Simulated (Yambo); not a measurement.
Yambo run on CaTiF₆ (space group R-3m, No. 166, within 0.06 Å of Fm-3m). The wavefunctions are LDA (Quantum ESPRESSO, PseudoDojo norm-conserving, 84 Ry, without SOC) ones on a 2×2×2 mesh (32 occupied bands); a = b = c = 5.8453 Å, α = β = γ = 59.76°.

Yambo input:

```
rim_cut
gw0
dyson
el_el_corr
HF_and_locXC
ppa
em1d
RandQpts= 1000000
RandGvec= 1 Ry
EXXRLvcs= 84 Ry
VXCRLvcs= 336 Ry
Chimod= "HARTREE"
% BndsRnXp
 2 | 209 |
%
NGsBlkXp= 7 Ry
% LongDrXp
 1.0 | 1.0 | 1.0 |
%
PPAPntXp= 27.2114 eV
% GbndRnge
 1 | 137 |
%
GTermKind= "none"
DysSolver= "n"
ExtendOut
% QPkrange
 1 | 1 | 32 | 33 |
%
```

k points by index: 1 = Γ.

Table of the .qp output:

```
#    K-point    Band    Eo [eV]    E [eV]    E-Eo [eV]    Vxc [eV]    Vnlxc [eV]    Sc|Eo [eV]    Sc|E [eV]    dSc/dw|Eo [eV]    Re(Z)    Im(Z)
#
    1    32    0.000000    -1.791033    -1.791033    -22.68010    -30.48620    5.561478    6.015073    -6.890897    0.797932    -0.001304
    1    33    4.823234    8.076121    3.252887    -20.98245    -12.68854    -4.283267    -5.041031    -6.338573    0.811068    -0.001396
```
(The two width columns are left out.) Convergence of these settings isn't established.

Geometry of the Materials Project entry, not relaxed at this level.
